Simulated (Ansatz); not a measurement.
InSb:
```
CELL_PARAMETERS angstrom
     -2.93133     2.93133     1.60486
      2.93133    -2.93133     1.60486
      2.93133     2.93133    -1.60486
ATOMIC_POSITIONS crystal
  In 0.75000 0.25000 0.50000
  Sb 0.00000 0.00000 0.00000
```

Relaxed with r²SCAN.

Question: Give the Bader charges and basin volumes of the independent atoms, r²SCAN (plane waves, PAW; program Ansatz).

Answer: 

```tsv
atom	Bader charge (e)	Bader volume (Å³)
In1	+0.35	23.9
Sb2	-0.35	31.2
```

Space group I-4m2. The first step of the workflow began from a Materials Project structure, measured or hypothetical; the Crystallography Open Database copy checked does not list it. It is not the phase usual at ambient conditions (space group No. 216). The cell keeps a stress of up to 0.2 GPa. Symmetry was held in the r²SCAN relaxation; whether a distortion lowers the energy is not shown. Spin–orbit coupling is left out wherever it is not named.

Potentials: the later of the program's two PAW sets.
